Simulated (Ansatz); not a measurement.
## Zone-centre modes in CdTe

Computed with DFT PBE, scalar-relativistic, plane waves, PAW (Ansatz). Settings: plane waves to 420 eV, k-mesh 8×8×8 (Γ-centred), Gaussian smearing 0.05 eV. No spin polarisation.

Reference structure (as given, not relaxed at this level):

```yaml
crystal:
  lattice:
    - [0.00000, 3.20500, 3.20500]
    - [3.20500, 0.00000, 3.20500]
    - [3.20500, 3.20500, 0.00000]
  atoms:
    - { symbol: Cd, position: [0.00000, 0.00000, 0.00000] }
    - { symbol: Te, position: [0.75000, 0.75000, 0.75000] }
```

Harmonic modes by finite displacements of 0.02 Å, without the LO–TO term.

(1) At this geometry, is the structure stable against these modes?

(2) List the wavenumbers in cm⁻¹.

Answers

(1) Yes: no mode is imaginary beyond 10 cm⁻¹, and only the three translations lie near zero.

(2) 0, 0, 0, 154, 154, 154.

Cost: 1 run of about 0.39 core-minutes, on Arm Neoverse V2 (shared hosts).